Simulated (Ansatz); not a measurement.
With PBEsol in the plane-wave PAW code Ansatz, TaTe in the orthorhombic phase (Cmcm; Te on 4c, Ta on 4c) relaxes to a = 3.559 Å, b = 10.065 Å, c = 4.690 Å. Its formation energy from the elements is 0.039 eV/atom, with no fitted shifts.

Electronic character: metallic (no gap).

The bulk modulus is 119 GPa.

The start of the workflow was typed in or built on a structure type; neither database checked (COD, Materials Project) lists it. Whether it is the stable phase at ambient conditions was not checked. Symmetry was held in the PBEsol relaxation; whether a distortion lowers the energy is not shown. No spin polarisation was allowed. The references are the lowest solids computed at this level, not always the standard phases. Spin–orbit coupling is left out wherever it is not named.

Potentials: the later of the program's two PAW sets.
